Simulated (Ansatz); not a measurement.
HfGeO3:
```xyz
5
Lattice="4.0159 0.0000 0.0000 0.0000 4.0159 0.0000 0.0000 0.0000 4.2504" Properties=species:S:1:pos:R:3 pbc="T T T"
Hf     2.0079     2.0079     2.4126
Ge     0.0000     0.0000     0.8245
O      0.0000     2.0079     1.9367
O      2.0079     0.0000     1.9367
O      2.0079     2.0079     0.0737
```

Relaxed with r²SCAN.

### Question
Map the electron localisation function on the plane through (0.500, 0.500, 0.568) spanned by u = [0, 0, 1] and v = [1, 1, 0] in lattice vectors, from r²SCAN (plane waves, PAW; program Ansatz).

### Answer
x is the fraction of u, y of v (the angle between them is 90°; rows are the nearest grid lines); atoms in the plane: Hf at (0.00, 0.00), Ge at (0.63, 0.50), O at (0.45, 0.00).
```
|8998428962379961279998|
|9998327975589961279999|
|9997227998899951158999|
|6642015888887410001356|
|1110014666653100000011|
|0000002332210000000000|
|0000000100000000000000|
|0000000134544332110000|
|0000001477655443211000|
|0000014887654333321100|
|0000027987631001332100|
|0000038987510000232100|
|0000038987510000232100|
|0000027987631001332100|
|0000014887654333321100|
|0000001477655443211000|
|0000000134544332110000|
|0000000100000000000000|
|0000002332210000000000|
|1110014666653100000011|
|6642015888887410001356|
|9997227998899951158999|
|9998327975589961279999|
|8998428962379961279998|
```
Scale: ten equal steps from 0.016 (start of '0') to 0.858 (end of '9'), in the order '0123456789'; x runs from 0.000 to 1.00, y from 0.000 (bottom) to 1.00 (top).

The density is the valence pseudo-density with augmentation charge, so density and ELF within about 1 Å of a nucleus are not all-electron values.

Space group P4mm. The start of the workflow was typed in or built on a structure type; neither database checked (COD, Materials Project) lists it. Its standing as an ambient phase is unchecked. The cell was relaxed with r²SCAN under the symmetry of its start; its stability against distortions is not shown here. No spin polarisation was allowed. Scalar-relativistic: spin–orbit coupling is off unless named, which matters more the heavier the elements.

Potentials: the later of the program's two PAW sets.
